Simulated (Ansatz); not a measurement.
# Relaxing a structure of La

The start is a generated cell, La built in the beta-Sn structure type. The structure is fully relaxed (lattice and positions, P = 0) with r2SCAN (plane waves to 500 eV, PAW, scalar-relativistic; Ansatz, an electronic-structure program). First-step values are on the input's coarse k-mesh.

Ansatz input (later rounds restart from its end on a renewed k-mesh):
Ansatz 0.2 input:
```yaml
crystal:
  lattice:
    - [-3.301533, 3.301533, 1.801356]
    - [3.301533, -3.301533, 1.801356]
    - [3.301533, 3.301533, -1.801356]
  atoms:
    - { symbol: La, position: [0.75, 0.25, 0.5] }
    - { symbol: La, position: [0, 0, 0] }
basis: { ecutwfc: 500, ecutrho_ratio: 4, xc_grid: 4, fft_grid_basis: typed }
kpoints: { mp_grid: { grid: [10, 10, 10] } }
hamiltonian:
  xc: r2scan
  dispersion: none
  pseudopotentials: { azcp: { folder: ./paw }, kind: paw }
scf: { occupations: { method: fermi_dirac, width: 0.05 } }
relax: { f_tol: 0.01, max_steps: 100, cell: { stress_tol: 0.02 } }
output: { forces: true, stress: true }
```

How large is the pressure on the unrelaxed cell, and of which sign?

-2.1 GPa (negative: the cell is under tension).

How much energy is released per atom?

0.05 eV/atom.

How does the volume change?

-10.7 %, from 39.27 to 35.05 Å³/atom.

How do the shortest distances between atoms change?

The closest pairs of elements (up to four, under 3.6 Å), start → end: La–La 3.42 → 3.21 Å.

Is the relaxed structure metallic? Give its gap.

Zero (metallic).

Give the final cell and atomic positions.


Space group I4₁/amd, origin choice 1 (No. 141); a = b = 6.136 Å, c = 3.724 Å, α = β = γ = 90.00°

```
atom  site  symmetry       x       y       z
----  ----  --------  ------  ------  ------
La      4a      -4m2  0.0000  0.0000  0.0000
```
(The calculation used a cell of 2 atoms; values per cell refer to that cell.)

The space group stays I4₁/amd (No. 141) (the run could not lower it); the end is AFLOW prototype A_tI4_141_a (A5, as in Sn), with 2 atoms in the primitive cell. Final values are on a 15×15×15 k-mesh of the relaxed cell. No spin polarisation in the result.

The run could not lose the symmetry of its start, so the end can be a saddle point.

All atoms sit on sites fixed by symmetry, so only the cell could relax.

The relaxed structure here is a generated cell of La: the first start was made by placing the elements on the sites of a structure type, and the end was not matched to a known phase here, so it may be hypothetical. Known forms of La include space group No. 194.
